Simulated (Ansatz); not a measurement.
In2Co3S2:
```
CELL_PARAMETERS angstrom
      2.65043     1.53023     4.60448
     -2.65043     1.53023     4.60448
      0.00000    -3.06045     4.60448
ATOMIC_POSITIONS crystal
  In 0.00000 0.00000 0.00000
  Co 0.50000 0.00000 0.00000
  Co 0.00000 0.50000 0.00000
  Co 0.00000 0.00000 0.50000
  S  0.27836 0.27836 0.27836
  S  0.72164 0.72164 0.72164
  In 0.50000 0.50000 0.50000
```
The run is spin-polarised; directions of the spins, atom by atom: 0 ↑ ↑ ↑ 0 0 0.

Relaxed with r²SCAN.

### Question
Give the Bader charges and basin volumes of the independent atoms, the program Ansatz at the r²SCAN level (PAW).

### Answer


```json
[
 {"atom": "In1", "Bader charge (e)": "+0.67", "Bader volume (Å³)": "18.5"},
 {"atom": "Co2", "Bader charge (e)": "+0.14", "Bader volume (Å³)": "12.0"},
 {"atom": "S5", "Bader charge (e)": "-0.81", "Bader volume (Å³)": "19.6"},
 {"atom": "In7", "Bader charge (e)": "+0.53", "Bader volume (Å³)": "18.3"}
]
```

Space group R-3m. The workflow started from an entry of the Crystallography Open Database (COD). Its standing as an ambient phase is unchecked. The cell was relaxed with r²SCAN under the symmetry of its start; its stability against distortions is not shown here. Magnetic state: ferromagnetic, the only order run, not a proven ground state. Other orbital occupations within this spin state were not tried. No Hubbard U is applied.

Potentials: the later of the program's two PAW sets.
